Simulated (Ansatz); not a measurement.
# TiN (rock salt), scan of one atom of the cell

Relaxed TiN (rock salt):

```xyz
2
Lattice="0.0000 2.1234 2.1234 2.1234 0.0000 2.1234 2.1234 2.1234 0.0000" Properties=species:S:1:pos:R:3 pbc="T T T"
N      0.0000     0.0000     0.0000
Ti     2.1234     2.1234     2.1234
```

In each cell atom 1 (N, nearest neighbour Ti at 2.123 Å; its periodic images, 3.0 Å or more away, move with it) moves by s·(0.707, 0.707, 0.000) (along Cartesian [110]), the rest being held.

Computed with PBE (plane waves to 420 eV, PAW, scalar-relativistic; Ansatz, a first-principles code). k mesh 15×15×15 (Γ-centred), Fermi-Dirac smearing 0.05 eV. Energies are smeared free energies. Compression counts positive. With partly filled bands, energies and forces of such displacements shift with the k mesh and the smearing. F∥ is the force on the atom along that direction. The PAW data are Ansatz's earlier set. TiN is run without spin polarisation. TiN was relaxed with its symmetry unable to fall. ΔE is measured from the undisplaced structure.

```
s (Å)   ΔE (meV/cell)  P (GPa)  F∥ (eV/Å)
------  -------------  -------  ---------
-0.420            891     25.7      4.117
-0.336            575     16.9      3.447
-0.252            323      9.7      2.584
-0.168            143      4.4      1.702
-0.084             36      1.1      0.855
0.000               0      0.0      0.000
0.084              36      1.1     -0.855
0.168             143      4.4     -1.702
0.252             323      9.7     -2.584
0.336             575     16.9     -3.447
0.420             891     25.7     -4.117
```

Read from the data:

| Item | Value |
|---|---|
| Energy at s = 0.420 Å | 891 meV/cell |
| Force along the line at s = -0.420 Å | 4.12 eV/Å |
| Symmetry of the curve | even: the same for both signs |
| Shape of the curve | a single well with its minimum at or next to zero displacement |
| Force constant k = d²E/ds² at s = 0 (finite differences) | 10.2 eV/Å² |
| Harmonic estimate at the end of the scan | ½ks² = 899 meV/cell against the computed 891 meV/cell, so the well is close to harmonic there |
| Zone-centre optical wavenumber from k | 506 cm⁻¹ |

(A displaced cell: forces are minus the slopes of the energy, force constants its curvatures, and phonons follow from these.)
